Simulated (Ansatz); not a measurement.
Data:

Relaxed Ba (bcc, W type):

```xyz
2
Lattice="-5.0200 5.0200 5.0200 2.5100 -2.5100 2.5100 2.5100 2.5100 -2.5100" Properties=species:S:1:pos:R:3 pbc="T T T"
Ba     0.0000     0.0000     0.0000
Ba    -2.5100     2.5100     2.5100
```

The atoms are displaced by Q × the pattern below (from a DFPT mode at N = (0.5, 0.0, 0.0), largest move 1; Q in Å), at fixed cell. (q is in reciprocal vectors of the primitive cell; the cell shown is doubled to hold the pattern.)

```json
[
 {"atom": "Ba1", "x": "0.000", "y": "0.707", "z": "-0.707"},
 {"atom": "Ba2", "x": "0.000", "y": "-0.707", "z": "0.707"}
]
```

Calculation: PBE (plane waves to 420 eV, PAW, scalar-relativistic; Ansatz, a first-principles code). k mesh 13×13×13 (Γ-centred), Fermi-Dirac smearing 0.05 eV. Energies are smeared free energies. With partly filled bands, energies and forces of such displacements shift with the k mesh and the smearing. Ba was relaxed with its symmetry unable to fall. The zero of ΔE is the undisplaced structure.

The scan covers Q from -0.180 to 0.180 Å in 13 points.

**Question.** Which space group does the distorted structure have?

**Answer.** Cmcm (No. 63), lowered from Im-3m.

**Question.** Is this a single well or a double well?

**Answer.** A single well with its minimum at or next to zero displacement.

**Question.** What is the energy change at Q = 0.180 Å?

**Answer.** 9.5 meV/cell.

**Question.** What harmonic wavenumber does the curvature at Q = 0 give?

**Answer.** 24 cm⁻¹.

(A displaced cell: forces are minus the slopes of the energy, force constants its curvatures, and phonons follow from these.)
